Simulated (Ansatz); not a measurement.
Consider the following.

W:
```cif
data_W
_chemical_formula_sum 'W1'
_space_group_name_H-M_alt 'P 1'
_space_group_IT_number 1
_cell_length_a 2.75717
_cell_length_b 2.75717
_cell_length_c 2.75717
_cell_angle_alpha 109.471
_cell_angle_beta 109.471
_cell_angle_gamma 109.471
loop_
_space_group_symop_operation_xyz
  'x, y, z'
loop_
_atom_site_label
_atom_site_type_symbol
_atom_site_fract_x
_atom_site_fract_y
_atom_site_fract_z
_atom_site_occupancy
W1 W 0.00000 0.00000 0.00000 1
```

This is the PBE-relaxed structure.

**Question.** All from PBE (plane waves, PAW; program Ansatz), unless another level is named. Predict the density of states at the Fermi level.

**Answer.** 0.41 states/eV per atom (mean over ±0.08 eV).

**Question.** What about the gap with spin–orbit coupling?

**Answer.** none (metallic).

Space group Im-3m (bcc (W type)). The PBE relaxation kept the symmetry of its start. No spin polarisation was allowed. Scalar-relativistic: spin–orbit coupling is off unless named, which matters more the heavier the elements.

Potentials: the earlier of the program's two PAW sets.
